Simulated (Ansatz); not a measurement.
Question: Name crystals whose computed values (PBEsol (plane waves, PAW; program Ansatz)) fall in these windows: G_Hill (GPa) 91 to 110; ε∞ 3.9 to 5.0; gap (eV) 1.0 to 1.3.

Answer: 

| crystal | G_Hill (GPa) | ε∞ | gap (eV) |
|---|---|---|---|
| Sr2GaSbO6, Fm-3m (Sr on 8c, Ga on 4a, Sb on 4b, O on 24e) | 98.2 | 4.42 | 1.12 |
Others may fit too.

Standing as an ambient phase not checked: Sr2GaSbO6, Fm-3m (Sr on 8c, Ga on 4a, Sb on 4b, O on 24e). The cell was relaxed under the symmetry of its start. Spin–orbit coupling is left out wherever it is not named.

Potentials: the later of the program's two PAW sets.
